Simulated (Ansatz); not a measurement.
# NbBr3, relaxed from a ReO3-type start to space group P4/mmm (read at 0.02 Å)

Computed with Ansatz (plane waves, PAW, 420 eV cutoff): PBE, scalar-relativistic, collinear spin, 6×6×3 k-mesh, Gaussian smearing of 0.05 eV; PAW files: Ansatz's generated set soft_2.

```yaml
crystal:
  lattice:
    - [5.19668, 0.00000, 0.00000]
    - [0.00000, 5.23736, 5.23736]
    - [0.00000, 0.00000, 10.47472]
  atoms:
    - { symbol: Nb, position: [0.00000, 0.00000, 0.00000] }
    - { symbol: Br, position: [0.50000, 0.00000, 0.00000] }
    - { symbol: Br, position: [0.00000, 0.00000, 0.25000] }
    - { symbol: Br, position: [0.00000, 0.50000, 0.75000] }
    - { symbol: Nb, position: [0.00000, 0.00000, 0.50000] }
    - { symbol: Br, position: [0.50000, 0.00000, 0.50000] }
    - { symbol: Br, position: [0.00000, 0.00000, 0.75000] }
    - { symbol: Br, position: [0.00000, 0.50000, 0.25000] }
```

The start was a prototype's sites filled with these elements, not a measured cell. The ideal cubic cell shuts out tilts of the octahedra, which such structures often take.

Magnetic state: antiferromagnetic, site spin moments Nb 1.04, -1.04 μB.

The run above is the reference. The same cell was run again with other input settings; several of them aren't fit for production, so the rows show the settings' effect and aren't properties of the material.

```tsv
keys changed	outcome	ΔE (meV/atom)	P (GPa)	gap on the mesh (eV)	cell moment (μB)	largest force component (eV/Å)	SCF iterations	rough core-seconds	new warnings
none (reference)	converged	0.0	0.0	metal	0.00	0.000	–	–	–
scf.eigensolver.kind: "davidson"; basis.precision: "f64"; hamiltonian.xc: "pbe" → "pbesol"; crystal.symmetry: {"detect": false}	converged	–	-2.1	metal	0.00	0.000	14	240	other magnetic order
basis.ecutwfc: 420 → "350 eV"; scf.initial_density.chi_scale: 0.3; scf.n_extra_bands: 32	converged	1.3	0.0	metal	0.00	0.000	16	50	anti translation declined; cutoff below recommended
scf.mixing.preconditioner: "ldos"; scf.mixing.algorithm: "msr1"; scf.mixing.beta: 0.7; scf.mixing.ndim: 4	converged	0.0	0.0	metal	0.00	0.000	12	40	anti translation declined
scf.n_extra_bands: 2	converged	0.0	0.0	metal	0.00	0.000	14	50	anti translation declined; other magnetic order
```

These changes also left energy (to 0.1 meV/atom), pressure, gap, moment and forces as in the reference: basis.xc_grid: 2.

ΔE is the energy with the smearing extrapolated to zero. It is left out where the change alters the Hamiltonian or the spin treatment. The varied runs start from atomic densities (corrected by the program's trained start where that serves), with the default search for lower states unless a row changes it, while the reference went on from a saved state, so a magnet may end in another state whatever the setting.

(1) What happens with these changes: scf.occupations.method: "gaussian" → "fermi_dirac"; scf.occupations.width: 0.05 → 0.01; hamiltonian.xc: "pbe" → "lda"?

Answer:

(1) outcome converged, P (GPa) -3.7, gap on the mesh (eV) metal, cell moment (μB) 0.00, largest force component (eV/Å) 0.000, SCF iterations 17, rough core-seconds 110, new warnings anti translation declined; other magnetic order.

Of the reference: The run wasn't fully tested for a lower electronic state. The program warned that the potential is rough where the density is thin (voids or gaps), so long spacings are poorly fixed. Site moments are of spin, integrated over atomic spheres. Compounds of this kind are often insulators, so the metal found may come from the functional, which lacks a U or exact exchange, or from the structure.
